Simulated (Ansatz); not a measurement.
B in space group I4_132 (No. 214; B on 8a), DFT-PBEsol in the program Ansatz with PAW potentials. The conduction-band minimum lies on the Γ–P line, 21 % of the way from Γ, with 8 equivalent valleys. Second derivatives d²E/dk² of the lowest band at one valley (eV·Å²), along Cartesian directions:

| direction | d²E/dk² |
|---|---|
| [100] | 9.953 |
| [010] | 9.953 |
| [001] | 9.953 |
| [110] | 6.402 |
| [101] | 6.402 |
| [011] | 6.402 |

Question: Find the principal effective masses, the density-of-states mass and the conductivity mass.

Answer: Off-diagonal terms follow from H_xy = H[110] − (H_xx + H_yy)/2, and m*/mₑ = 7.620 eV·Å² over each eigenvalue: 0.56, 0.56, 2.7. One valley's DOS mass (m₁m₂m₃)^(1/3) = 0.95, conductivity mass 3/(Σ 1/mᵢ) = 0.77 mₑ.

Question: What effective density of states Nc follows at 300 K for parabolic valleys?

Answer: Nc = 2.509e19 × 8 × (0.95)^(3/2) ≈ 1.9e20 cm⁻³.

Question: With the computed static dielectric constant 8.46 (mean of the diagonal), estimate a hydrogenic donor's binding energy and radius.

Answer: E = 13.606 eV × 0.77/8.46² ≈ 150 meV; a = 0.529 Å × ε/m* ≈ 5.8 Å. Semilocal masses tend to be too small when the gap is underestimated.

The start of the workflow was typed in or built on a structure type; neither database checked (COD, Materials Project) lists it. It is not the phase usual at ambient conditions (space group No. 166). The cell was relaxed with PBEsol under the symmetry of its start; phonons show weakly imaginary modes.

Potentials: the earlier of the program's two PAW sets. The files were generated under PBE; for other functionals the program regenerates the frozen cores, and for LDA and PBEsol the local potential too.
